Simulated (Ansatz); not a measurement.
Data:

Y2Ti2O7:
```cif
data_O56Ti16Y16
_chemical_formula_sum 'Y16 Ti16 O56'
_space_group_name_H-M_alt 'Fd-3m :1'
_space_group_IT_number 227
_space_group_name_Hall 'F 4d 2 3 -1d'
_cell_length_a 10.09462
_cell_length_b 10.09462
_cell_length_c 10.09462
_cell_angle_alpha 90.000
_cell_angle_beta 90.000
_cell_angle_gamma 90.000
loop_
_atom_site_label
_atom_site_type_symbol
_atom_site_symmetry_multiplicity
_atom_site_Wyckoff_symbol
_atom_site_fract_x
_atom_site_fract_y
_atom_site_fract_z
_atom_site_occupancy
Y1 Y 16 d 0.62500 0.62500 0.62500 1
Ti1 Ti 16 c 0.12500 0.12500 0.12500 1
O1 O 8 b 0.50000 0.50000 0.50000 1
O2 O 48 f 0.00000 0.00000 0.20463 1
```
(The calculation used a cell of 22 atoms; values per cell refer to that cell.)

This is the r²SCAN-relaxed structure.

All from r²SCAN (plane waves, PAW; program Ansatz), unless another level is named. Give the formation energy from the elements (no fitted shifts).

-3.63 eV/atom.

What about the conduction-band minimum?

at Γ.

Give the valence-band maximum.

at X.

The workflow started from a Materials Project entry (that database holds measured and hypothetical structures alike); the Crystallography Open Database files this formula in space group No. 227, but the cells were not matched. Whether it is the stable phase at ambient conditions was not checked. The cell was relaxed with r²SCAN under the symmetry of its start; whether a distortion lowers the energy is not shown. The run is not spin-polarised. The references are the lowest solids computed at this level, not always the standard phases (solids in place of the gases). Scalar-relativistic: spin–orbit coupling is off unless named, which matters more the heavier the elements.

Potentials: the later of the program's two PAW sets.
